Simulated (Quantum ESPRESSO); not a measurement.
Field gradients of CsI from a PBE PAW density (pw.x of a modified build of Quantum ESPRESSO, JTH datasets) with the all-electron reconstruction of Petrilli and co-workers, 20 Ha, k-mesh 5×5×5 through Γ:

```yaml
crystal:
  lattice:
    - [4.68854, 0.00000, 0.00000]
    - [0.00000, 4.68854, 0.00000]
    - [0.00000, 0.00000, 4.61856]
  atoms:
    - { symbol: Cs, position: [0.00000, 0.00000, 0.00000] }
    - { symbol: I, position: [0.50000, 0.50000, 0.50000] }
```
The cell was made here from a computed Materials Project entry: strained by -1 % along the cube axis and by +0.5 % across it, atoms relaxed (PBE without dispersion, pw.x of Quantum ESPRESSO, symmetry kept). The parent is CsI in Pm-3m. Stability against distortions was not tested.

Vzz is the sum of three terms, each taken along its main axis: the smooth valence density, the ions (nucleus and frozen core) with the augmentation charges of all other spheres, and the all-electron minus smooth density in the atom's own sphere. The split hangs on the datasets.  Cores are frozen. Cs, I had no test against all-electron runs. Spin–orbit coupling is left out, a limit on Cs, I.

| site | smooth valence density | ions and other spheres | own sphere | Vzz (a.u.) |
|---|---|---|---|---|
| Cs (atom 1) | 0.000 | 0.001 | [?] | [?] |
| I (atom 2) | -0.001 | 0.000 | [?] | [?] |

Fill in the missing entries.


- Cs (atom 1), own sphere: 0.054
- Cs (atom 1), Vzz (a.u.): 0.054
- I (atom 2), own sphere: -0.096
- I (atom 2), Vzz (a.u.): -0.097
